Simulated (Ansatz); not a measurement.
## Structure relaxation, P

The start is a relaxed P cell displaced along its unstable phonon at q = Γ (122i cm⁻¹), largest move 0.15 Å. Cell shape, volume and atoms are optimised at zero target pressure with PBEsol (plane waves to 420 eV, PAW, scalar-relativistic; Ansatz, a quantum-chemistry and plane-wave program). The first steps use a coarse 7×7×7 k-mesh.

Initial structure:
```
P
1.0
   -3.25247     3.25247     3.25247
    3.25247    -3.25247     3.25247
    3.25247     3.25247    -3.25247
P
8
Direct
  0.32500   0.31765   0.30315
  0.48550   0.97815   0.21157
  0.01450   0.22606   0.49264
  0.17500   0.47815   0.99264
  0.73342   0.72606   0.71157
  0.48550   0.97815   0.80315
  0.01450   0.81765   0.49264
  0.76658   0.47815   0.99264
```

Question: By how much does the energy per atom fall from start to end?

Answer: 0.37 to 0.38 eV/atom (the two k-meshes of the run give this range).

Question: How does the volume change?

Answer: -17.5 %, from 17.20 to 14.18 Å³/atom.

Question: Is the parent structure recovered?

Answer: It does not go back: it reaches Pm-3m (No. 221), AFLOW prototype A_cP1_221_a (A_h), 0.39 eV/atom below the parent.

Question: How do the shortest distances between atoms change?

Answer: The closest pairs of elements (up to four, under 3.6 Å), start → end: P–P 2.27 → 2.42 Å.

Question: Is the relaxed structure metallic? Give its gap.

Answer: Zero (metallic).

Final values are on a 19×19×19 k-mesh of the relaxed cell. No spin polarisation in the result. The relaxed primitive cell holds an odd number of electrons. A magnetic state may lie lower.

The run could not lose the symmetry of its start: the end is stationary, and may be a saddle point rather than a minimum.

The relaxed structure here is a generated cell of P: the first start was made by placing the elements on the sites of a structure type, and the end was not matched to a known phase here, so it may be hypothetical. Known forms of P include space group No. 64.
